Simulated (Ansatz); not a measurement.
Name crystals whose computed values (plane-wave PAW r²SCAN+D4 (Ansatz code)) fall in these windows: HSE06 gap (eV) 4.7 to 6.5; gap (eV) 3.8 to 5.4.



```tsv
crystal	HSE06 gap (eV)	gap (eV)
BN, P6_3mc (Pearson symbol hP12)	5.46	4.70
BN, P6_3/mmc (B on 2c, N on 2d)	5.54	4.79
BN, R3m (B on 3a, N on 3a)	5.44	4.69
BN, P6_222 (B on 3d, N on 3c)	5.03	4.26
HBr, Cmc2_1 (H on 4a, Br on 4a)	5.96	5.27
```
Others may fit too.

Typed or built starts, not in the databases checked: BN, P6_222 (B on 3d, N on 3c). Not the usual ambient phase: BN, P6_3mc (Pearson symbol hP12); BN, R3m (B on 3a, N on 3a); BN, P6_222 (B on 3d, N on 3c). Gas or liquid at ambient conditions: HBr, Cmc2_1 (H on 4a, Br on 4a). All cells were relaxed under the symmetry of their starts (and spin orders); stability against distortions was not tested throughout. Scalar-relativistic: spin–orbit coupling is off unless named, which matters more the heavier the elements.

Potentials: the later of the program's two PAW sets.
